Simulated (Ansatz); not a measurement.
BeS (zinc blende, F-43m), plane-wave PAW PBEsol (Ansatz code): ε∞ = 5.38, cell volume 28.31 Å³. Infrared-active transverse modes:

| ω_TO (cm⁻¹) | oscillator strength S_xx (e²/amu) |
|---|---|
| 577.0 | 0.3566 |

Task: Compute the static dielectric constant.

Result: Each mode adds (4.921e7/V) S/ω²: 1.86. So ε0 = 7.25.

Task: What LO frequency does the Lyddane–Sachs–Teller relation give?

Result: ω_LO = ω_TO √(ε0/ε∞) = 669 cm⁻¹.

The cell was relaxed with PBEsol under the symmetry of its start; phonons on a q-mesh show no instability. The volume moved by 26 % from the start of the relaxation.

Potentials: the later of the program's two PAW sets.
